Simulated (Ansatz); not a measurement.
Polymorphs of GaAs, each relaxed with DFT-r²SCAN in the program Ansatz with PAW potentials:

A: I-4m2, a = b = 5.0873 Å, c = 2.8866 Å, α = β = γ = 90.00°

B: zinc blende (F-43m), a = b = c = 5.6654 Å, α = β = γ = 90.00°

C: P6_222, a = 4.0253 Å, b = 4.0253 Å, c = 8.8511 Å, α = 90.00°, β = 90.00°, γ = 120.00°

D: Pa-3, a = b = c = 6.9598 Å, α = β = γ = 90.00°

Task: Rank these by energy per atom at 0 K (lowest first), as r²SCAN gives it.

Result: B (+0 meV/atom), D (+165 meV/atom), C (+223 meV/atom), A (+485 meV/atom)

Task: Give each one's gap.

Result: A no gap; B 0.97 eV; C no gap; D no gap.

Typed or built starts, not in the databases checked: C. Not the usual ambient phase: A; C; D. All cells were relaxed under the symmetry of their starts (and spin orders); stability against distortions was not tested throughout. Scalar-relativistic: spin–orbit coupling is off unless named, which matters more the heavier the elements.

Energies hold the estimated change up to a 700 eV cutoff; steps of a few meV lie near the error of the meshes.

Potentials: the earlier of the program's two PAW sets.
